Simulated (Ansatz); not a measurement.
**Putting H into Ge2W**

Computed with Ansatz, DFT r2SCAN, scalar-relativistic, plane waves, PAW.

Cutoff 500 eV; k points 14×14×14 on the computed 3-atom cell (Γ-centred); Gaussian smearing, width 0.10 eV; no spin polarisation for the host; each changed cell takes a mesh and smearing chosen by its own gap and starts from the host's moments or customary ones, or runs without spin. Cells and atoms are relaxed to the nearest stationary point that keeps the symmetry of their start (forces under 0.02 to 0.04 eV/Å, stress under 0.1 to 0.2 GPa); energies are at zero smearing, without zero-point or thermal terms.

Relaxed host (gap on the mesh 0 eV):

```
Ge W
1.0
    -1.66176    1.66176    4.08926
     1.66176   -1.66176    4.08926
     1.66176    1.66176   -4.08926
Ge W
2 1
Direct
  0.33778 0.33778 0.00000
  0.66222 0.66222 0.00000
  0.00000 0.00000 0.00000
```

Cases: (1) 2 H in a 1×1×1 repeat of the cell, at (0.250 0.750 0.500), (0.750 0.250 0.500) in fractions of that repeat, 1.81 Å from the nearest atom of the relaxed host; (2) 4 H in a 1×1×1 repeat of the cell, at (0.278 0.500 0.778), (0.722 0.500 0.222), (0.500 0.722 0.222), (0.500 0.278 0.778) in fractions of that repeat, 1.52 Å from the nearest atom of the relaxed host.

The table gives the energy per H taken from half an H2 molecule (negative: uptake is favourable), the swelling and the final surroundings.

| case | formula | energy per H (eV) | ΔV (%) | principal strains (%) | nearest host atoms of the first H | gap (eV) |
| --- | --- | --- | --- | --- | --- | --- |
| 1 | Ge2H2W | 1.75 | +23.6 | +56.8 -11.2 -11.2 | 4 (Ge) from 2.08 Å | 0 |
| 2 | Ge2H4W | 0.99 | +65.5 | +57.0 +2.7 +2.7 | 2 (W) from 1.88 Å | 0 |

Each ion keeps what symmetry its start has, so a lower place off a symmetric site can be missed, above all for H.

Relaxed structure of case 2, the lowest per ion:

Space group I4/mmm (No. 139). a = 3.412 Å, b = 3.412 Å, c = 12.844 Å, α = 90.00°, β = 90.00°, γ = 90.00°
| atom | site | symmetry | x | y | z |
| --- | --- | --- | --- | --- | --- |
| Ge | 4e | 4mm | 0.0000 | 0.0000 | 0.1982 |
| W | 2a | 4/mmm | 0.0000 | 0.0000 | 0.0000 |
| H | 8j | m2m. | 0.5000 | 0.2325 | 0.0000 |

Spin-orbit coupling is left out. In Ge2H2W, Ge2H4W a bond of the host changes by more than 0.6 Å or the volume by a third: the framework has rearranged or swollen or shrunk strongly, and the figure may no longer describe a topotactic step.

Cost: 3 runs of about 4.3 core-minutes in all, on Intel Xeon Platinum 8559C (Emerald Rapids) (shared hosts).